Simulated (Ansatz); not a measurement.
A relaxation computed with Ansatz, from input to last step.

```yaml
crystal:
  lattice:
    - [3.1957593772, 0.0, 0.0]
    - [-1.5978796886, 2.767608805, 0.0]
    - [0.0, 0.0, 12.5360133422]
  atoms:
    - { symbol: W, position: [0.3333333333, 0.6666666667, 0.25] }
    - { symbol: W, position: [0.6666666667, 0.3333333333, 0.75] }
    - { symbol: S, position: [0.3333333333, 0.6666666667, 0.6232581621] }
    - { symbol: S, position: [0.6666666667, 0.3333333333, 0.1232581621] }
    - { symbol: S, position: [0.3333333333, 0.6666666667, 0.8767418379] }
    - { symbol: S, position: [0.6666666667, 0.3333333333, 0.3767418379] }
basis:
  ecutwfc: 420
kpoints:
  mp_grid: { grid: [12, 12, 4] }
hamiltonian:
  xc: pbe
  dispersion: d3bj
scf:
  occupations: { method: gaussian, width: 0.02 }
output:
  forces: true
  stress: true
  eigenvalues: true
relax:
  adjacent_minimum: "off"
  f_tol: 0.01
  max_steps: 30
  cell: { stress_tol: 0.1, fix: [volume] }
```

```bash
ansatz run input.yaml --threads 2 --pin off --max-ram 5120MiB --backend cpu --events-out ev --progress --plain --runs-dir out
```

Method: DFT PBE+D3(BJ), scalar-relativistic, plane waves, PAW in Ansatz.

The volume is held at 1.06 times that of the relaxed cell.

Of 6 frames 5 are shown, positions in Å and forces in eV/Å; the SCF threshold varies from step to step. Steps run on the plane waves of an earlier cell, with a Pulay correction in the pressure. The basis is chosen afresh for the last frame, the zero of the energies, and at times for earlier ones too; energy and pressure step there, also at an unchanged geometry.

```xyz
6
Lattice="3.1958 0.0000 0.0000 -1.5979 2.7676 0.0000 0.0000 0.0000 12.5360" Properties=species:S:1:pos:R:3:forces:R:3 pbc="T T T" step=1 free_energy_over_end_meV_per_atom=5.87 pressure_GPa=-5.54
W     0.0000    1.8451    3.1340    0.0000    0.0000    0.0000
W     1.5979    0.9225    9.4020    0.0000    0.0000    0.0000
S     0.0000    1.8451    7.8132    0.0000    0.0000    0.4810
S     1.5979    0.9225    1.5452    0.0000    0.0000    0.4810
S     0.0000    1.8451   10.9908    0.0000    0.0000   -0.4810
S     1.5979    0.9225    4.7228    0.0000    0.0000   -0.4810
6
Lattice="3.1636 0.0000 0.0000 -1.5818 2.7397 0.0000 0.0000 0.0000 12.7925" Properties=species:S:1:pos:R:3:forces:R:3 pbc="T T T" step=2 free_energy_over_end_meV_per_atom=1.42 pressure_GPa=-0.17
W     0.0000    1.8265    3.1981    0.0000    0.0000    0.0000
W     1.5818    0.9132    9.5944    0.0000    0.0000    0.0000
S     0.0000    1.8265    8.0305    0.0000    0.0000   -0.2570
S     1.5818    0.9132    1.6342    0.0000    0.0000   -0.2570
S     0.0000    1.8265   11.1583    0.0000    0.0000    0.2570
S     1.5818    0.9132    4.7620    0.0000    0.0000    0.2570
6
Lattice="3.1724 0.0000 0.0000 -1.5862 2.7473 0.0000 0.0000 0.0000 12.7216" Properties=species:S:1:pos:R:3:forces:R:3 pbc="T T T" step=3 free_energy_over_end_meV_per_atom=0.02 pressure_GPa=-2.07
W     0.0000    1.8316    3.1804    0.0000    0.0000    0.0000
W     1.5862    0.9158    9.5412    0.0000    0.0000    0.0000
S     0.0000    1.8316    7.9669    0.0000    0.0000    0.0250
S     1.5862    0.9158    1.6060    0.0000    0.0000    0.0250
S     0.0000    1.8316   11.1156    0.0000    0.0000   -0.0250
S     1.5862    0.9158    4.7548    0.0000    0.0000   -0.0250
6
Lattice="3.1745 0.0000 0.0000 -1.5873 2.7492 0.0000 0.0000 0.0000 12.7044" Properties=species:S:1:pos:R:3:forces:R:3 pbc="T T T" step=4 free_energy_over_end_meV_per_atom=0.01 pressure_GPa=-2.01
W     0.0000    1.8328    3.1761    0.0000    0.0000    0.0000
W     1.5873    0.9164    9.5283    0.0000    0.0000    0.0000
S     0.0000    1.8328    7.9565    0.0000    0.0000   -0.0088
S     1.5873    0.9164    1.6042    0.0000    0.0000   -0.0088
S     0.0000    1.8328   11.1002    0.0000    0.0000    0.0088
S     1.5873    0.9164    4.7480    0.0000    0.0000    0.0088
6
Lattice="3.1732 0.0000 0.0000 -1.5866 2.7481 0.0000 0.0000 0.0000 12.7149" Properties=species:S:1:pos:R:3:forces:R:3 pbc="T T T" step=6 free_energy_over_end_meV_per_atom=0.00 pressure_GPa=-1.99
W     0.0000    1.8320    3.1787    0.0000    0.0000    0.0000
W     1.5866    0.9160    9.5362    0.0000    0.0000    0.0000
S     0.0000    1.8320    7.9634    0.0000    0.0000    0.0000
S     1.5866    0.9160    1.6059    0.0000    0.0000    0.0000
S     0.0000    1.8320   11.1090    0.0000    0.0000    0.0000
S     1.5866    0.9160    4.7515    0.0000    0.0000    0.0000
```

It took 15 s on 2 threads of Intel(R) Xeon(R) 6975P-C (Granite Rapids), with other jobs on the host, peak memory 0.55 GiB.

Spin–orbit coupling is left out, which can shift energies with elements as heavy as these.